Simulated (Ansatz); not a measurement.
Sb:
```cif
data_Sb6
_chemical_formula_sum 'Sb6'
_space_group_name_H-M_alt 'R-3m :H'
_space_group_IT_number 166
_space_group_name_Hall '-R 3 2"'
_cell_length_a 4.34271
_cell_length_b 4.34271
_cell_length_c 11.60985
_cell_angle_alpha 90.000
_cell_angle_beta 90.000
_cell_angle_gamma 120.000
loop_
_atom_site_label
_atom_site_type_symbol
_atom_site_symmetry_multiplicity
_atom_site_Wyckoff_symbol
_atom_site_fract_x
_atom_site_fract_y
_atom_site_fract_z
_atom_site_occupancy
Sb1 Sb 6 c 0.00000 0.00000 0.26865 1
```
(The calculation used a cell of 2 atoms; values per cell refer to that cell.)

Relaxed at zero pressure with DFT-r²SCAN in the program Ansatz with PAW potentials.

The volume is lowered by 6 % and shape and atoms relax at that volume. What pressure results, and how do the axes share the change?

2.3 GPa; a -1.0 %, b -1.0 %, c -4.1 %; the energy rises by 13 meV/atom.

Give the new structure.


Space group R-3m, hexagonal axes (No. 166); a = b = 4.299 Å, c = 11.136 Å, α = β = 90.00°, γ = 120.00°

```csv
atom,site,symmetry,x,y,z
Sb,6c,3m,0.0000,0.0000,0.2653
```

The phase is kept; no other phase was compared at this pressure.

The cell was relaxed with r²SCAN under the symmetry of its start; of distortions, only those at the zone centre were tested. Scalar-relativistic: spin–orbit coupling is off unless named, which matters more the heavier the elements.

Potentials: the earlier of the program's two PAW sets.
